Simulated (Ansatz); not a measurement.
Relaxed Gd (hcp, Mg type):

```xyz
2
Lattice="3.6392 0.0000 0.0000 -1.8196 3.1517 0.0000 0.0000 0.0000 5.9092" Properties=species:S:1:pos:R:3 pbc="T T T"
Gd     0.0000     2.1011     4.4319
Gd     1.8196     1.0506     1.4773
```

Scan: atom 2 (Gd, nearest neighbour Gd at 3.626 Å; its periodic images, 3.6 Å or more away, move with it) is displaced along Cartesian [110], direction (0.707, 0.707, 0.000) in Cartesian axes, by s. The other atoms stay.

The numbers are results of r2SCAN (plane waves to 500 eV, PAW, scalar-relativistic; Ansatz, a quantum-chemistry and plane-wave program), not measurements. k mesh 12×12×7 (Γ-centred), Fermi-Dirac smearing 0.05 eV. With partly filled bands, energies and forces of such displacements shift with the k mesh and the smearing. F∥ is the force on the atom along that direction. Gd was relaxed with its symmetry unable to fall. Relaxed Gd ends ferromagnetic. The magnetic order is the one the run started from; other orders were not tried. The filling of the f shell was not checked against other fillings, so treat energies with care. 

```json
[
 {"s (Å)": "-0.730", "F∥ (eV/Å)": "0.421"},
 {"s (Å)": "-0.584", "F∥ (eV/Å)": "0.425"},
 {"s (Å)": "-0.438", "F∥ (eV/Å)": "0.383"},
 {"s (Å)": "-0.292", "F∥ (eV/Å)": "0.294"},
 {"s (Å)": "-0.146", "F∥ (eV/Å)": "0.157"},
 {"s (Å)": "0.000", "F∥ (eV/Å)": "0.000"},
 {"s (Å)": "0.146", "F∥ (eV/Å)": "-0.175"},
 {"s (Å)": "0.292", "F∥ (eV/Å)": "-0.333"},
 {"s (Å)": "0.438", "F∥ (eV/Å)": "-0.461"},
 {"s (Å)": "0.584", "F∥ (eV/Å)": "-0.563"},
 {"s (Å)": "0.730", "F∥ (eV/Å)": "-0.635"}
]
```

Q: What is the force constant k = d²E/ds² of this move at s = 0?

A: 1.16 eV/Å². The forces along the line at the two nearest points give (0.157 − (-0.175)) / (2·0.146) = 1.14 eV/Å²; the next pair corrects for the finite step.

(For displaced atoms, the force is minus the slope of the energy, and its curvature is a force constant, which sets phonon frequencies.)
